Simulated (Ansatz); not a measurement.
The guess for Cd7W was made by a generator: random cell by space group and Wyckoff sites (Fm-3m, No. 225). The dimensions are guesses.

```cif
data_structure
_symmetry_space_group_name_H-M 'P 1'
_symmetry_Int_Tables_number 1
_cell_length_a 6.8676
_cell_length_b 6.8676
_cell_length_c 6.8676
_cell_angle_alpha 60.000
_cell_angle_beta 60.000
_cell_angle_gamma 60.000
_cell_volume 229.03
loop_
_atom_site_label
_atom_site_type_symbol
_atom_site_fract_x
_atom_site_fract_y
_atom_site_fract_z
_atom_site_occupancy
Cd1 Cd 0.50000 0.00000 0.00000 1
Cd2 Cd 0.00000 0.50000 0.50000 1
Cd3 Cd 0.00000 0.50000 0.00000 1
Cd4 Cd 0.50000 0.00000 0.50000 1
Cd5 Cd 0.00000 0.00000 0.50000 1
Cd6 Cd 0.50000 0.50000 0.00000 1
Cd7 Cd 0.00000 0.00000 0.00000 1
W1 W 0.50000 0.50000 0.50000 1
```

Theory: DFT PBE, scalar-relativistic, plane waves, PAW in Ansatz. Cutoff 420 eV, Gaussian smearing, Γ-centred meshes. Cell and atoms relax first on a coarse mesh and then on a finer one. In between, the cell is made exact in the group found at 0.06 Å. In metals the finer mesh still leaves noise of several meV/atom or more. The steps can't lower the symmetry of their start. No spin polarisation.

A guess keeps its type if space group and coordination stay and the shape of the cell changes little (axis ratios within about 15 %, angles within 6°); the volume may change.

Question: Does it keep its structure type, or change into something else?

Answer: It keeps its type: symmetry leaves only the cell edge free. The symmetry stays Fm-3m (No. 225). The volume per atom shrinks by 28.4 %, from 28.6 to 20.5 Å³. The shortest distance goes from 3.43 Å (Cd–W and Cd–Cd) to 3.07 Å (Cd–W and Cd–Cd). Counting neighbours within 15 % of an atom's shortest distance, the start has Cd 12, W 12 and the end Cd 12, W 12.

Formation energies are uncorrected and refer to the elements' standard structures at the same level.

Question: At what energy does it end?

Answer: +0.29 eV/atom. It can't be a ground state, since the elements alone are lower.

The last run used an 8×8×8 mesh for its 8-atom cell and Gaussian smearing of 0.10 eV. These runs have no spin–orbit coupling, which can matter for W. Symmetry constrained the relaxation, so the result can be a saddle point.
